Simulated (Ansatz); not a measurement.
Values for one crystal, relaxed and computed with DFT-r²SCAN in the program Ansatz with PAW potentials; other levels are named.

- Volume per atom = 14.58 Å³
- Electronic character = metallic (no gap)
- Formation energy from the elements (no fitted shifts) = -0.22 eV/atom
- Pressure derivative B′ = 4.6
- Density of states at the Fermi level = 0.75 states/eV per atom (mean over ±0.08 eV)
- Bulk modulus (Birch–Murnaghan fit) = 113 GPa

Task: Which of these materials gives this?
(A) CaZn, Cmcm (Ca on 4c, Zn on 4c)
(B) TiZn3, Cu3Au type
(C) Ti3Ag, Cu3Au type
(D) YZn, CsCl type

Result: B, TiZn3, Cu3Au type

Space group Pm-3m (Cu3Au type). The workflow started from an entry of the Crystallography Open Database (COD). Its standing as an ambient phase is unchecked. Symmetry was held in the r²SCAN relaxation; whether a distortion lowers the energy is not shown. The run is not spin-polarised. The references are the lowest solids computed at this level, not always the standard phases.

Potentials: the later of the program's two PAW sets.
